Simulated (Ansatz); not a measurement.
Relaxed Ag (fcc, Cu type):

```
Ag
1.0
    4.05439     0.00000     0.00000
    0.00000     4.05439     0.00000
    0.00000     0.00000     4.05439
Ag
4
Direct
  0.00000   0.00000   0.00000
  0.50000   0.50000   0.00000
  0.50000   0.00000   0.50000
  0.00000   0.50000   0.50000
```

Two-dimensional scan of atom 1 (Ag, nearest neighbour Ag at 2.867 Å; its periodic images, 4.1 Å or more away, move with it): u runs along (1.000, 0.000, 0.000), v along (0.000, 1.000, 0.000) (Cartesian). Cell and other atoms are fixed.

Computed with PBEsol (plane waves to 420 eV, PAW, scalar-relativistic; Ansatz, a program for electronic structure). k mesh 9×9×9 (Γ-centred), Fermi-Dirac smearing 0.05 eV. The energy includes the smearing's −TS. With partly filled bands, energies and forces of such displacements shift with the k mesh and the smearing. On this mesh the relaxed cell isn't quite at rest: it carries a pressure of -0.2 GPa (compression positive) at the zero of the scan. Ag was relaxed with its symmetry unable to fall. ΔE is measured from the undisplaced structure. Axes are in Å.

Question: Give the computed ΔE (meV/cell) at all points of the grid u = -0.430, -0.287, -0.143, 0.000, 0.143, 0.287, 0.430 by v = -0.430, -0.287, -0.143, 0.000, 0.143, 0.287, 0.430.

Answer: ΔE (meV/cell), with u across and v down:

```tsv
v \ u	-0.430	-0.287	-0.143	0.000	0.143	0.287	0.430
-0.430	1511	972	677	583	677	972	1511
-0.287	972	553	321	248	321	553	972
-0.143	677	321	123	60	123	321	677
0.000	583	248	60	0	60	248	583
0.143	677	321	123	60	123	321	677
0.287	972	553	321	248	321	553	972
0.430	1511	972	677	583	677	972	1511
```

(A displaced cell: forces are minus the slopes of the energy, force constants its curvatures, and phonons follow from these.)
